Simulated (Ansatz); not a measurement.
ZrHg3 (Cu3Au type, Pm-3m), DFT-PBE in the program Ansatz with PAW potentials, all energies at zero smearing, with the estimated change up to a 700 eV cutoff added, with one set of potentials and settings (totals compare only within such a set). Cell of 4 atoms (3 Hg, 1 Zr): -45624.498 eV.

```csv
element,reference phase,E (eV/atom)
Hg,"P6_3/mmc, 2 atoms in the cell",-13813.4607
Zr,"P6_3/mmc, 2 atoms in the cell",-4183.8362
```

Formation energy per atom, worked out: (-45624.498 − 3×(-13813.4607) − 1×(-4183.8362))/4 = -0.070 eV/atom (-7 kJ per mol of atoms), at 0 K, without zero-point energy or fitted corrections.

The workflow started from an entry of the Crystallography Open Database (COD). Whether it is the stable phase at ambient conditions was not checked. Symmetry was held in the PBE relaxation; its stability against distortions is not shown here. The run is not spin-polarised. The references are the lowest solids computed at this level, not always the standard phases. Spin–orbit coupling is left out wherever it is not named.

Potentials: the later of the program's two PAW sets.
